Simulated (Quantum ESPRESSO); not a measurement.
# Ge7: a curve over one atom's position

Computed values, not a measurement. The program is pw.x of Quantum ESPRESSO 7.5 (plane-wave density functional theory). The cell is made up: 7 atoms on a zincblende/diamond lattice with one site empty, with randomly drawn elements, strain and displacements, not relaxed. PseudoDojo standard norm-conserving files (v0.5 for PBE, v0.4.1 for LDA and PBEsol) set the functional; there is no spin polarisation, spin-orbit coupling or dispersion term, and the masses in the input are unused placeholders. A spin-polarised start on this cell or one of its family kept no moment.

Seven runs move atom 7 (Ge, counted in the order of the input) along y and keep all else fixed.

Input of the run at +0.0101:

```
&control calculation='scf', pseudo_dir='./dojo.nc.sr.pbe.v0_5.standard.upf', outdir='./o', disk_io='medium', tprnfor=.true., tstress=.true. /
&system ibrav=0, nat=7, ntyp=1, nbnd=59, ecutwfc=77.98206166, nosym=.true., tot_charge=0,
 occupations='smearing', smearing='fd', degauss=0.0073498644
/
&electrons conv_thr=7.350e-09, electron_maxstep=60, /
ATOMIC_SPECIES
Ge 1.0 Ge.upf
CELL_PARAMETERS angstrom
5.8126 0.0 0.0
0.0 5.8126 0.0
0.0 0.0 5.8126
ATOMIC_POSITIONS angstrom
Ge -0.0154 3.0619 2.9929
Ge 2.7915 -0.0576 2.8233
Ge 2.8252 2.9752 -0.1519
Ge 1.6339 1.3914 1.4835
Ge 1.535 4.4151 4.3788
Ge 4.3176 1.4478 4.411
Ge 4.3546 4.3351 1.3814
K_POINTS automatic
6 6 6 1 1 1
```

```
shift of atom 7 along y (Å)  free energy less that of the input shown (eV)  Fx on atom 7 (eV/Å)  Fy on atom 7 (eV/Å)  Fz on atom 7 (eV/Å)  pressure (GPa)  iterations
                    -0.1026                                         0.0667               -0.291                0.864                0.013           -0.65          11
                    -0.0604                                         0.0345               -0.221                0.663               -0.040           -0.76          10
                    -0.0431                                         0.0238               -0.190                0.579               -0.063           -0.80          10
                    +0.0101                                         0.0000               -0.090                0.317               -0.138           -0.91          10
                    +0.0732                                        -0.0100                0.041                0.004               -0.239           -1.02          10
                    +0.1154                                        -0.0057                0.136               -0.205               -0.313           -1.07          10
```

Question: one run is left out of the table, at -0.0899. Estimate its Fy on atom 7 (eV/Å).

Answer: 0.804. The whole row:

| shift of atom 7 along y (Å) | free energy less that of the input shown (eV) | Fx on atom 7 (eV/Å) | Fy on atom 7 (eV/Å) | Fz on atom 7 (eV/Å) | pressure (GPa) | iterations |
| --- | --- | --- | --- | --- | --- | --- |
| -0.0899 | 0.0561 | -0.271 | 0.804 | -0.003 | -0.68 | 11 |

A cubic fit gives dFy/dy = -4.95 eV/Å² at zero shift. Across the table the free energy follows the integral of the force to within 0.3 meV. A rerun of one of the cells at 1347 eV and a 8 x 8 x 8 mesh moved values by no more than 0.004 eV in energy, 0.02 GPa in stress and 0.004 eV/Å in force.